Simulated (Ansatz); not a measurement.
PRu:
```
PRu
1.0
    5.48824     0.00000     0.00000
    0.00000     3.11936     0.00000
    0.00000     0.00000     6.14443
P Ru
4 4
Direct
  0.68996   0.25000   0.06350
  0.31004   0.75000   0.93650
  0.81004   0.75000   0.56350
  0.18996   0.25000   0.43650
  0.49607   0.25000   0.70525
  0.50393   0.75000   0.29475
  0.00393   0.75000   0.20525
  0.99607   0.25000   0.79475
```

This is the PBEsol-relaxed structure. Tensor components refer to the Cartesian frame of this cell.

**Question.** All from the program Ansatz at the PBEsol level (PAW), unless another level is named. Give the Debye temperature from the elastic constants.

**Answer.** 484 K.

**Question.** Predict the elastic constants (relaxed ions, GPa).

**Answer.** C11 = 437, C22 = 282, C33 = 390, C12 = 145, C13 = 157, C23 = 199, C44 = 129, C55 = 78.1, C66 = 101.

Space group Pnma. The first step of the workflow began from a Materials Project structure, measured or hypothetical; the Crystallography Open Database copy checked does not list it. Its standing as an ambient phase is unchecked. Symmetry was held in the PBEsol relaxation; whether a distortion lowers the energy is not shown. No spin polarisation was allowed. As this level gives no gap, shear constants depend on the k-mesh and smearing (Fermi–Dirac, 0.1 eV here).

Potentials: the later of the program's two PAW sets.
